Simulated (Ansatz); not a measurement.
NbSiPt, first-principles data

NbSiPt:
```cif
data_Nb4Pt4Si4
_chemical_formula_sum 'Nb4 Si4 Pt4'
_space_group_name_H-M_alt 'P 1'
_space_group_IT_number 1
_cell_length_a 6.46453
_cell_length_b 3.81867
_cell_length_c 7.38324
_cell_angle_alpha 90.000
_cell_angle_beta 90.000
_cell_angle_gamma 90.000
loop_
_space_group_symop_operation_xyz
  'x, y, z'
loop_
_atom_site_label
_atom_site_type_symbol
_atom_site_fract_x
_atom_site_fract_y
_atom_site_fract_z
_atom_site_occupancy
Nb1 Nb 0.47324 0.75000 0.33622 1
Nb2 Nb 0.52676 0.25000 0.66378 1
Nb3 Nb 0.02676 0.25000 0.83622 1
Nb4 Nb 0.97324 0.75000 0.16378 1
Si1 Si 0.27006 0.25000 0.12633 1
Si2 Si 0.72994 0.75000 0.87367 1
Si3 Si 0.22994 0.75000 0.62633 1
Si4 Si 0.77006 0.25000 0.37367 1
Pt1 Pt 0.65141 0.25000 0.06558 1
Pt2 Pt 0.34859 0.75000 0.93442 1
Pt3 Pt 0.84859 0.75000 0.56558 1
Pt4 Pt 0.15141 0.25000 0.43442 1
```

Space group Pnma (No. 62); conventional cell a = 6.4645 Å, b = 3.8187 Å, c = 7.3832 Å, α = 90.00°, β = 90.00°, γ = 90.00°.

Method: r²SCAN in the plane-wave PAW code Ansatz. The cell and atoms are relaxed at this level. Other levels are named where they apply.

### Cell and energy

Volume per atom: 15.19 Å³
Density: 11.52 g/cm³
Formation energy from the elements (no fitted shifts): -0.86 eV/atom

### Electronic structure

* **Electronic character**: metallic (no gap)
* **Density of states at the Fermi level**: 0.46 states/eV per atom (mean over ±0.08 eV)

The first step of the workflow began from a Materials Project structure, measured or hypothetical; the Crystallography Open Database files this formula in space group No. 62, but the cells were not matched. Its standing as an ambient phase is unchecked. The r²SCAN relaxation kept the symmetry of its start; its stability against distortions is not shown here. The run is not spin-polarised. The references are the lowest solids computed at this level, not always the standard phases. Scalar-relativistic: spin–orbit coupling is off unless named, which matters more the heavier the elements.

Potentials: the later of the program's two PAW sets.
